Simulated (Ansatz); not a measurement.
Relaxed-ion elastic tensor of Ag (dhcp (α-La type), P6_3/mmc) in GPa (Voigt order), plane-wave PAW r²SCAN+D4 (Ansatz code); density 10.50 g/cm³, 17.06 Å³ per atom.

```
 146  98.1  79.1   0.0   0.0   0.0
98.1   146  79.1   0.0   0.0   0.0
79.1  79.1   175   0.0   0.0   0.0
 0.0   0.0   0.0  30.1   0.0   0.0
 0.0   0.0   0.0   0.0  30.1   0.0
 0.0   0.0   0.0   0.0   0.0  23.7
```

Is the crystal mechanically stable?

Yes: the smallest eigenvalue of C is 23.7 GPa.

Work out the Voigt, Reuss and Hill averages.

K_V = 109, K_R = 109, K_H = 109; G_V = 30.8, G_R = 29.0, G_H = 29.9 GPa.

Give Young's modulus, Poisson's ratio, Pugh's ratio and the universal anisotropy index.

E = 9KG/(3K + G) = 82.2 GPa; ν = 0.37; K/G = 3.63 (ductile by the Pugh limit of 1.75); A_U = 5G_V/G_R + K_V/K_R − 6 = 0.31.

Estimate the sound speeds and the Debye temperature.

v_l = √((K + 4G/3)/ρ) = 3760 m/s, v_t = √(G/ρ) = 1690 m/s, mean 1900 m/s; Θ = (h/k)(3n/4πV)^(1/3) v_m = 220 K.

Solve the Christoffel equation for the three sound speeds along x, y, z.

Eigenvalues of C_ijkl n_j n_l equal ρv². In km/s, slowest first: x 1.50, 1.69, 3.72; y 1.50, 1.69, 3.72; z 1.69, 1.69, 4.08.

How much does each axis shrink under pressure?

Linear compressibilities β_i = Σ_j S_ij (j = 1 to 3): x 3.2, y 3.2, z 2.8 per TPa.

The workflow started from a Materials Project entry (that database holds measured and hypothetical structures alike); the Crystallography Open Database files this formula in space group No. 194, but the cells were not matched. It is not the phase usual at ambient conditions (space group No. 225). The cell was relaxed with r²SCAN+D4 under the symmetry of its start; its stability against distortions is not shown here. The run is not spin-polarised. The pairwise dispersion correction was not fitted to metals. As this level gives no gap, shear constants depend on the k-mesh and smearing (Fermi–Dirac, 0.1 eV here). On the denser mesh and wider smearing of the elastic run this cell carries a stress of 0.4 GPa.

Potentials: the later of the program's two PAW sets.
